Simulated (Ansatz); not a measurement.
YB$_{6}$ in space group Pm-3m (No. 221; Y on 1a, B on 6f) under volume change, the program Ansatz at the r²SCAN level (PAW), shape and atoms relaxed at each volume.

```tsv
V (Å³/atom)	E − E(relaxed) (meV/atom)	P (GPa)
8.889	51.0	19.98
9.182	21.6	12.37
9.475	5.1	5.76
9.768	0.0	0.00
10.061	4.7	-5.01
10.354	18.0	-9.39
10.647	38.7	-13.20
```

Task: What does a third-order Birch–Murnaghan fit give for V₀, B₀ and B′?

Result: V₀ = 9.77 Å³/atom, B₀ = 179 GPa, B′ = 3.6.

The workflow started from a Materials Project entry (that database holds measured and hypothetical structures alike); the Crystallography Open Database files this formula in space group No. 221, but the cells were not matched. Whether it is the stable phase at ambient conditions was not checked. The r²SCAN relaxation kept the symmetry of its start; of distortions, only those at the zone centre were tested. No spin polarisation was allowed.

Potentials: the later of the program's two PAW sets.
